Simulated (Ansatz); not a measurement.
YCu$_{5}$: enthalpy against pressure

YCu$_{5}$, P6/mmm, a = 4.956 Å, c = 4.024 Å. The structure is a COD entry; whether it is the stable form wasn't checked. Ansatz: PBEsol, PAW, 420 eV, Γ-centred 12×12×10 mesh on 6 atoms, Gaussian smearing 0.10 eV; no spin polarisation. Cell and atoms are relaxed at each pressure, and no other structure is tried, so the rows at high pressure may lie past a change of phase. y is the enthalpy over the state at zero pressure; there V0 = 14.269 Å³/atom. The pressures are the targets, met within 0.02 GPa.

| P (GPa) | y (eV/atom) |
| --- | --- |
| -3.0 | -0.2705 |
| 0.0 | 0.0000 |
| 3.0 | 0.2642 |
| 8.0 | 0.6924 |
| 15.0 | 1.2704 |
| 30.0 | ? |
| 60.0 | 4.6019 |

Q: Fit y = c1 P + c2 P² + c3 P³ to the other rows, say what c1 and c2 mean, and predict the missing value.

A: Least squares on the rows shown. y = 0.089039 P − 0.00031881 P² + 1.8856×10⁻⁶ P³. Since dH/dP = V, c1 is V0: 0.089039 eV/GPa × 160.2 = 14.264 Å³ against 14.269; c2 = −V0/(2B0) gives B0 = 140 GPa, where a Birch–Murnaghan fit to the volumes of the same runs (not shown) gives 127 GPa: a cubic over this range folds the higher terms into c2. Above P = −c2/(3 c3) = 56 GPa the cubic's slope, the volume, would rise with pressure, so the form fails there. At P = 30.0 the fit asked for gives 2.4352 eV/atom. The run gave 2.4435 eV/atom, so the fit is 0.0083 eV/atom too low, 0.17 % of the span of the series, against an rms of 0.0003 eV/atom on the fitted rows. With a term in P⁴ added, a fit to the same known rows predicts 2.4469 eV/atom, a smaller miss on the other side.